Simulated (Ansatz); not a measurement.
Relaxed-ion elastic tensor of C in space group P4_12_12 (No. 92; C on 4a, C on 8b) in GPa (Voigt order), plane-wave PAW r²SCAN (Ansatz code); density 3.56 g/cm³, 5.61 Å³ per atom.

```
1200  51.3  75.9   0.0   0.0   0.0
51.3  1200  75.9   0.0   0.0   0.0
75.9  75.9   925   0.0   0.0   0.0
 0.0   0.0   0.0   489   0.0   0.0
 0.0   0.0   0.0   0.0   489   0.0
 0.0   0.0   0.0   0.0   0.0   542
```

Question: Is the crystal mechanically stable?

Answer: Yes: the smallest eigenvalue of C is 489 GPa.

Question: Work out the Voigt, Reuss and Hill averages.

Answer: K_V = 415, K_R = 410, K_H = 412; G_V = 512, G_R = 508, G_H = 510 GPa.

Question: Give Young's modulus, Poisson's ratio, Pugh's ratio and the universal anisotropy index.

Answer: E = 9KG/(3K + G) = 1080 GPa; ν = 0.06; K/G = 0.81 (brittle by the Pugh limit of 1.75); A_U = 5G_V/G_R + K_V/K_R − 6 = 0.06.

Question: Estimate the sound speeds and the Debye temperature.

Answer: v_l = √((K + 4G/3)/ρ) = 17500 m/s, v_t = √(G/ρ) = 12000 m/s, mean 13000 m/s; Θ = (h/k)(3n/4πV)^(1/3) v_m = 2190 K.

Question: Solve the Christoffel equation for the three sound speeds along x, y, z.

Answer: Eigenvalues of C_ijkl n_j n_l equal ρv² (piezoelectric stiffening left out). In km/s, slowest first: x 11.72, 12.35, 18.38; y 11.72, 12.35, 18.38; z 11.72, 11.72, 16.12.

Question: How much does each axis shrink under pressure?

Answer: Linear compressibilities β_i = Σ_j S_ij (j = 1 to 3): x 0.74, y 0.74, z 0.96 per TPa.

The start of the workflow was typed in or built on a structure type; neither database checked (COD, Materials Project) lists it. It is not the phase usual at ambient conditions (space group No. 194, 227). The r²SCAN relaxation kept the symmetry of its start; its stability against distortions is not shown here. The volume moved by 26 % from the start of the relaxation.

Potentials: the later of the program's two PAW sets.
